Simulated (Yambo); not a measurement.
Yambo run on Cs2RbScF6 (space group Fm-3m, No. 225). The wavefunctions come from this Quantum ESPRESSO step (PBEsol, PseudoDojo standard norm-conserving files, scalar-relativistic):

```
&CONTROL
  calculation = 'nscf'
  pseudo_dir = './pseudo'
  outdir = './out'
/
&SYSTEM
  ibrav = 0
  nat = 10
  ntyp = 4
  ecutwfc = 84.0
  ecutrho = 336.0
  occupations = 'fixed'
  force_symmorphic = .true.
  nbnd = 401
/
&ELECTRONS
  conv_thr = 1e-08
  diago_full_acc = .true.
  diago_thr_init = 1e-08
/
ATOMIC_SPECIES
F 18.9984 F.upf
Sc 44.9559 Sc.upf
Rb 85.4678 Rb.upf
Cs 132.9055 Cs.upf
CELL_PARAMETERS angstrom
  0.000000000000   4.759525000000   4.759525000000
  4.759525000000   0.000000000000   4.759525000000
  4.759525000000   4.759525000000   0.000000000000
ATOMIC_POSITIONS crystal
F   0.785180000000   0.214820000000   0.214820000000
F   0.214820000000   0.785180000000   0.785180000000
F   0.214820000000   0.785180000000   0.214820000000
F   0.785180000000   0.214820000000   0.785180000000
F   0.214820000000   0.214820000000   0.785180000000
F   0.785180000000   0.785180000000   0.214820000000
Sc   0.000000000000   0.000000000000   0.000000000000
Rb   0.500000000000   0.500000000000   0.500000000000
Cs   0.750000000000   0.750000000000   0.750000000000
Cs   0.250000000000   0.250000000000   0.250000000000
K_POINTS automatic
2 2 2 0 0 0
```

Yambo input:

```
rim_cut
gw0
dyson
el_el_corr
HF_and_locXC
ppa
em1d
RandQpts= 1000000
RandGvec= 1 Ry
EXXRLvcs= 84 Ry
VXCRLvcs= 336 Ry
Chimod= "HARTREE"
% BndsRnXp
 2 | 398 |
%
NGsBlkXp= 8 Ry
% LongDrXp
 1.0 | 1.0 | 1.0 |
%
PPAPntXp= 27.2114 eV
% GbndRnge
 1 | 398 |
%
GTermKind= "BG"
DysSolver= "n"
ExtendOut
% QPkrange
 1 | 1 | 40 | 41 |
 2 | 2 | 40 | 41 |
 3 | 3 | 40 | 41 |
%
```

k points by index: 1 = Γ, 2 = L, 3 = X.

Table of the .qp output:

```
#    K-point    Band    Eo [eV]    E [eV]    E-Eo [eV]    Vxc [eV]    Vnlxc [eV]    Sc|Eo [eV]    Sc|E [eV]    dSc/dw|Eo [eV]    Re(Z)    Im(Z)
#
    1    40    0.000000    -2.227234    -2.227234    -22.02752    -29.80535    4.986432    5.550597    -6.892223    0.797901    -0.001281
    1    41    6.409213    7.391715    0.982502    -7.902504    -3.788482    -3.010259    -3.131520    -3.358226    0.890144    -0.683655E-3
    2    40    -0.053679    -2.290213    -2.236535    -21.78572    -29.50767    4.922298    5.485424    -6.850927    0.798869    -0.001281
    2    41    7.119911    10.00502    2.885114    -18.41145    -10.32804    -4.596882    -5.198290    -5.671969    0.827511    -0.001188
    3    40    -0.006892    -2.234288    -2.227396    -21.99765    -29.76664    4.977767    5.541591    -6.887555    0.798011    -0.001283
    3    41    7.053214    9.887157    2.833943    -17.62163    -9.553673    -4.658978    -5.234019    -5.521214    0.831322    -0.001188
```
(The two width columns are left out.) Convergence of these settings isn't established.

Geometry of the Materials Project entry, not relaxed at this level.

The structure is a Materials Project entry; no match was found in the copy of COD used, and its stability was not checked.
